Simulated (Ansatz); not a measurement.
RbH:
```
RbH
1.0
    0.00000     2.96278     2.96278
    2.96278     0.00000     2.96278
    2.96278     2.96278     0.00000
Rb H
1 1
Direct
  0.50000   0.50000   0.50000
  0.00000   0.00000   0.00000
```

Relaxed with PBEsol.

Problem. Map the valence electron density (e/Å³), cut off at 1 on the plane through (0.500, 0.500, 0.500) spanned by u = [1, 0, 0] and v = [0, 1, -1] in lattice vectors, from PBEsol in the plane-wave PAW code Ansatz.

Solution. x is the fraction of u, y of v (the angle between them is 90°; rows are the nearest grid lines); atoms in the plane: Rb at (0.00, 0.00), H at (0.50, 0.50).
```
y \ x   0.000  0.0952  0.190  0.286  0.381  0.476  0.524  0.619  0.714  0.810  0.905   1.00
------  -----  ------  -----  -----  -----  -----  -----  -----  -----  -----  -----  -----
1.00    0.866    1.00   1.00  0.249  0.044  0.018  0.018  0.044  0.249   1.00   1.00  0.866
0.905    1.00    1.00  0.923  0.187  0.043  0.024  0.024  0.043  0.187  0.923   1.00   1.00
0.857    1.00    1.00  0.610  0.137  0.044  0.033  0.033  0.044  0.137  0.610   1.00   1.00
0.762   0.608   0.438  0.181  0.077  0.068  0.079  0.079  0.068  0.077  0.181  0.438  0.608
0.714   0.249   0.187  0.099  0.073  0.099  0.131  0.131  0.099  0.073  0.099  0.187  0.249
0.619   0.044   0.043  0.052  0.099  0.229  0.419  0.419  0.229  0.099  0.052  0.043  0.044
0.524   0.018   0.024  0.049  0.131  0.419   1.00   1.00  0.419  0.131  0.049  0.024  0.018
0.476   0.018   0.024  0.049  0.131  0.419   1.00   1.00  0.419  0.131  0.049  0.024  0.018
0.381   0.044   0.043  0.052  0.099  0.229  0.419  0.419  0.229  0.099  0.052  0.043  0.044
0.286   0.249   0.187  0.099  0.073  0.099  0.131  0.131  0.099  0.073  0.099  0.187  0.249
0.238   0.608   0.438  0.181  0.077  0.068  0.079  0.079  0.068  0.077  0.181  0.438  0.608
0.143    1.00    1.00  0.610  0.137  0.044  0.033  0.033  0.044  0.137  0.610   1.00   1.00
0.0952   1.00    1.00  0.923  0.187  0.043  0.024  0.024  0.043  0.187  0.923   1.00   1.00
0.000   0.866    1.00   1.00  0.249  0.044  0.018  0.018  0.044  0.249   1.00   1.00  0.866
```

The density is the valence pseudo-density with augmentation charge, so density and ELF within about 1 Å of a nucleus are not all-electron values.

Space group Fm-3m (rock salt). The first step of the workflow began from a Materials Project structure, measured or hypothetical; the Crystallography Open Database files this formula in space group No. 225, but the cells were not matched. Its standing as an ambient phase is unchecked. The PBEsol relaxation kept the symmetry of its start; its stability against distortions is not shown here.

Potentials: the later of the program's two PAW sets.
